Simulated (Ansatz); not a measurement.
Consider the following.

In₂Ge₂O₇:
```
CELL_PARAMETERS angstrom
      3.32731     4.43379     0.00000
     -3.32731     4.43379     0.00000
     -1.03877     0.00000     4.85058
ATOMIC_POSITIONS crystal
  In 0.69296 0.69296 0.00000
  In 0.30704 0.30704 0.00000
  Ge 0.76312 0.23688 0.59426
  Ge 0.23688 0.76312 0.40574
  O  0.07385 0.59270 0.21185
  O  0.92615 0.40730 0.78815
  O  0.59270 0.07385 0.78815
  O  0.40730 0.92615 0.21185
  O  0.00000 0.00000 0.50000
  O  0.41308 0.58692 0.72664
  O  0.58692 0.41308 0.27336
```

This is the PBEsol-relaxed structure.

Q: All from PBEsol (plane waves, PAW; program Ansatz), unless another level is named. Give the highest zone-centre frequency (without LO–TO term).

A: 978 cm⁻¹.

Q: Next, the Hill bulk and shear moduli?

A: 140 and 48.3 GPa.

Space group C2/m. The first step of the workflow began from a Materials Project structure, measured or hypothetical; the Crystallography Open Database files this formula in space group No. 12, but the cells were not matched. Whether it is the stable phase at ambient conditions was not checked. The cell was relaxed with PBEsol under the symmetry of its start. At this level the phase is dynamically unstable (imaginary phonons).

Potentials: the later of the program's two PAW sets.
